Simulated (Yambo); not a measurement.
G0W0@LDA for BN (space group P6_3/mmc, No. 194) in Yambo. Reference settings: 6×6×2 Γ-centred k mesh, 94 bands and a 10 Ry block in the screening, 94 bands in G with the Bruneval-Gonze terminator, plasmon pole fitted at 27.2 eV. The LDA gap H → Γ on this mesh is 4.26 eV; G0W0 gaps are taken between the same points.

Gap (H → Γ) in eV against the number of bands and the screening block, terminator on:

```tsv
bands (W and G)	2 Ry	4 Ry	6 Ry	8 Ry	10 Ry
20	5.772	5.649	5.705	5.763	5.801
32	5.604	5.524	5.599	5.686	5.740
50	5.555	5.505	5.597	5.706	5.772
72	5.541	5.506	5.607	5.732	5.805
94	5.537	5.512	5.619	5.757	5.838
```

Rough cost of the Yambo step against the reference (shared machines):

| bands (W and G) | 2 Ry | 4 Ry | 6 Ry | 8 Ry | 10 Ry |
|---|---|---|---|---|---|
| 20 | 1/8 | 1/8 | 1/7 | 1/6 | 1/4 |
| 32 | 1/6 | 1/6 | 1/6 | 1/4 | 1/4 |
| 50 | 1/4 | 1/4 | 1/3 | 1/3 | 1/2 |
| 72 | 1/2 | 1/3 | 1/2 | 1/2 | ~1 |
| 94 | 1/2 | 1/2 | ~1 | ~1 | 1 |

At the largest block the last step in bands moves the gap by 0.033 eV; at the most bands the last step in the block moves it by 0.081 eV.

Geometry of the Materials Project entry, not relaxed at this level; primitive cell a = 2.512 Å, b = 2.512 Å, c = 7.707 Å, α = 90.00°, β = 90.00°, γ = 120.00°.

The distance between layers or molecules is the database entry's, not relaxed here. Functionals without dispersion can leave it too large, which widens gaps and weakens the response across layers: the numbers belong to this cell.
